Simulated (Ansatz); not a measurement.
TiO2 in space group Pbca (No. 61; Ti on 8c, O on 8c, O on 8c), plane-wave PAW LDA (Ansatz code). The conduction-band minimum lies at Γ, with 1 equivalent valley. Second derivatives d²E/dk² of the lowest band at one valley (eV·Å²), along Cartesian directions:

| direction | d²E/dk² |
|---|---|
| [100] | 1.571 |
| [010] | 1.272 |
| [001] | 14.58 |
| [110] | 1.421 |
| [101] | 8.078 |
| [011] | 7.927 |

Q: Find the principal effective masses, the density-of-states mass and the conductivity mass.

A: Off-diagonal terms follow from H_xy = H[110] − (H_xx + H_yy)/2, and m*/mₑ = 7.620 eV·Å² over each eigenvalue: 0.52, 4.9, 6.0. One valley's DOS mass (m₁m₂m₃)^(1/3) = 2.5, conductivity mass 3/(Σ 1/mᵢ) = 1.3 mₑ.

Q: What effective density of states Nc follows at 300 K for parabolic valleys?

A: Nc = 2.509e19 × 1 × (2.5)^(3/2) ≈ 9.9e19 cm⁻³.

The cell was relaxed with LDA under the symmetry of its start; phonons on a q-mesh show no instability. The run is not spin-polarised.

Potentials: the later of the program's two PAW sets.

Edges and masses are those of Kohn–Sham bands, whose gap is no quasiparticle gap.
